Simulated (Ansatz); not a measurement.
## Phonon dispersion of Rh

All numbers below come from DFT PBEsol, scalar-relativistic, plane waves, PAW (Ansatz 0.2.0). Cutoff 420 eV, 20×20×20 k-points (Γ-centred), Fermi-Dirac smearing of 0.15 eV. No spin polarisation. Phonons by linear response, acoustic sum rule imposed.

Equilibrium structure at this level:
```yaml
crystal:
  lattice:
    - [0.00000, 1.89209, 1.89209]
    - [1.89209, 0.00000, 1.89209]
    - [1.89209, 1.89209, 0.00000]
  atoms:
    - { symbol: Rh, position: [0.00000, 0.00000, 0.00000] }
```

In a metal, frequencies and elastic constants depend on the k mesh and the smearing, soft modes and shear constants most. The q mesh is coarse, so values between its points are rough.

Force constants from linear response on a 2×2×2 q mesh.

Path: Γ–X–U | K–Γ–L–W–X. Distance along the path (Å⁻¹), then the branches (cm⁻¹, negative for imaginary):
```
0.000  0 0 0
0.207  38 38 46
0.415  74 74 91
0.623  106 106 131
0.830  134 134 166
1.038  156 156 195
1.245  173 173 215
1.453  182 182 228
1.660  186 186 232
1.734  186 186 232
1.807  185 188 231
1.881  184 190 230
1.954  183 193 229
2.027  181 197 228
2.101  179 201 226
2.174  176 205 223
2.247  174 209 220
2.247  174 209 220
2.468  162 209 218
2.688  148 193 220
2.908  130 172 210
3.128  108 145 187
3.348  84 114 153
3.568  57 78 108
3.788  29 40 56
4.008  0 0 0
4.188  27 27 48
4.368  53 53 94
4.548  77 77 136
4.728  98 98 174
4.907  115 115 204
5.087  128 128 227
5.267  136 136 241
5.447  139 139 246
5.593  140 142 245
5.740  144 152 243
5.887  150 165 239
6.034  158 179 234
6.180  167 192 228
6.327  176 203 222
6.474  184 210 215
6.620  188 212 212
6.724  188 207 216
6.828  188 203 220
6.932  187 198 224
7.036  187 194 227
7.139  186 191 229
7.243  186 188 231
7.347  186 186 232
7.451  186 186 232
```

Cost: 1 run of about 1.5 core-minutes, on AMD EPYC 7R43 (Zen 3) (shared hosts).